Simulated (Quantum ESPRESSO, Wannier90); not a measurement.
Tight-binding from DFT: PbS (R3m)

```xyz
2
Lattice="2.1127 1.2197 3.4519 -2.1127 1.2197 3.4519 0.0000 -2.4395 3.4519" Properties=species:S:1:pos:R:3 pbc="T T T"
Pb     0.0000     0.0000     0.2012
S      0.0000     0.0000    -4.9194
```

Cell from Materials Project (mp-1057015), symmetrised, no further relaxation. Not found in the COD (Crystallography Open Database) copy used, which has the formula in other groups; not checked further. Level: LDA, no spin polarisation, no spin-orbit coupling; pw.x of Quantum ESPRESSO at 45 Ry with PseudoDojo potentials, 10×10×10 k-points, Wannier90. Density: 10×10×10 mesh, cold smearing 0.01 Ry. Spin-orbit coupling is left out although heavy elements are present.

Band 7 is isolated and gives one Wannier function a cell (Pb1 6s 74 %, S2 3p 16 %, S2 3s 8 %; spread 3.91 Å²). Its on-site energy is ε = -7.925 eV relative to the valence-band maximum, and its hoppings t(R) = t(−R) to the nearer images are (images within this range that aren't listed have |t| under 5 meV):

| R (lattice vectors; −R alike) | distance (Å) | t (eV) |
|---|---|---|
| 0 0 1 | 4.23 | 0.084 |
| 0 1 -1 | 4.23 | 0.085 |
| 0 1 0 | 4.23 | 0.084 |
| 1 -1 0 | 4.23 | 0.085 |
| 1 0 -1 | 4.23 | 0.085 |
| 1 0 0 | 4.23 | 0.084 |
| 1 -1 -1 | 5.98 | 0.145 |
| 1 -1 1 | 5.98 | 0.145 |
| 1 1 -1 | 5.98 | 0.145 |
| 0 1 -2 | 7.32 | -0.006 |
| 0 1 1 | 7.32 | -0.006 |
| 0 2 -1 | 7.32 | -0.006 |
| 1 -2 0 | 7.32 | -0.006 |
| 1 -2 1 | 7.32 | -0.006 |
| 1 0 -2 | 7.32 | -0.006 |
| 1 0 1 | 7.32 | -0.006 |
| 1 1 -2 | 7.32 | -0.006 |
| 1 1 0 | 7.32 | -0.006 |
| 2 -1 -1 | 7.32 | -0.006 |
| 2 -1 0 | 7.32 | -0.006 |
| 2 0 -1 | 7.32 | -0.006 |

Question: Work out the band energy at Γ, T, H_2, H_0 from these numbers.

Answer: For one orbital E(k) = ε + Σ_R 2 t(R) cos(2π k·R), the sum over the listed R.
- Γ, k = (0.000, 0.000, 0.000): E = -7.925 + (0.084)·(6.00) + (0.085)·(6.00) + (0.145)·(6.00) + (-0.006)·(24.00) = -6.19 eV; pw.x: -6.13 eV
- T, k = (0.500, 0.500, 0.500): E = -7.925 + (0.084)·(-6.00) + (0.085)·(6.00) + (0.145)·(-6.00) + (-0.006)·(0.00) = -8.79 eV; pw.x: -8.77 eV
- H_2, k = (0.750, 0.250, 0.500): E = -7.925 + (0.084)·(-2.00) + (0.085)·(-2.00) + (0.145)·(2.00) + (-0.006)·(8.00) = -8.02 eV; pw.x: -7.95 eV
- H_0, k = (0.500, -0.250, 0.250): E = -7.925 + (0.084)·(-2.00) + (0.085)·(-2.00) + (0.145)·(2.00) + (-0.006)·(8.00) = -8.02 eV; pw.x: -7.95 eV

At these points the listed shells miss the plane-wave band by up to 0.07 eV, of a width of 2.66 eV on the path. With all its hoppings the model misses the band by 0.7 meV at worst on the whole path, so most of the miss comes from the hoppings not listed.
